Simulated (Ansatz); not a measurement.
An ordered 8-atom cell of AlB3P4 on the zincblende lattice (R3m), relaxed with r2SCAN. B has 4 P at 1.97–2.03 Å; B has 4 P at 1.97–2.04 Å; Al has 4 P at 2.22–2.38 Å; P has 4 B at 1.97–2.03 Å; P has 4 B at 1.97–2.04 Å; P has 3 B at 2.04 Å and 1 Al at 2.38 Å; P has 1 B at 1.97 Å and 3 Al at 2.22 Å.

Space group R3m:H (No. 160). a = 3.353 Å, b = 3.353 Å, c = 33.770 Å, α = 90.00°, β = 90.00°, γ = 120.00°

| atom | site | symmetry | x | y | z |
| --- | --- | --- | --- | --- | --- |
| B | 3a | 3m | 0.0000 | 0.0000 | 0.0061 |
| B | 3a | 3m | 0.6667 | 0.3333 | 0.0828 |
| B | 3a | 3m | 0.3333 | 0.6667 | 0.1598 |
| Al | 3a | 3m | 0.0000 | 0.0000 | 0.2490 |
| P | 3a | 3m | 0.6667 | 0.3333 | 0.0245 |
| P | 3a | 3m | 0.3333 | 0.6667 | 0.1015 |
| P | 3a | 3m | 0.0000 | 0.0000 | 0.1786 |
| P | 3a | 3m | 0.6667 | 0.3333 | 0.2810 |

The questions ask for values computed with Ansatz on this geometry. The cell comes from a prototype generator: it can be a known phase or a hypothetical one. Spin polarisation is off.

Given (8×8×8 mesh): The PBE gap is indirect, 0.02 eV (Γ to F), below the direct gap of 1.42 eV at k = (1/4, 1/4, -1/2). (With 0.02 eV of smearing so small a gap leaves both edges partly filled, and it could close between the points sampled.)

Task: Estimate the gap with r2SCAN on 8×8×8.

Result: The r2SCAN gap is indirect, 0.21 eV (Γ to k = (1/8, 1/8, -1/4)), below the direct gap of 1.67 eV at k = (1/4, 1/4, -1/2). The gap differs by +0.19 eV from PBE's.

Task: Estimate the gap with HSE06 on 6×6×6.

Result: With HSE06 the valence top lies at Γ and the conduction bottom at F, 0.64 eV higher; the smallest vertical gap, at k = (1/4, 1/4, -1/2), is 2.20 eV. The gap differs by +0.62 eV from PBE's.

Task: What do these levels agree on?

Result: Among these functionals the gap stays indirect.

Coordinates of k points refer to the reciprocal vectors of the primitive cell of the runs.
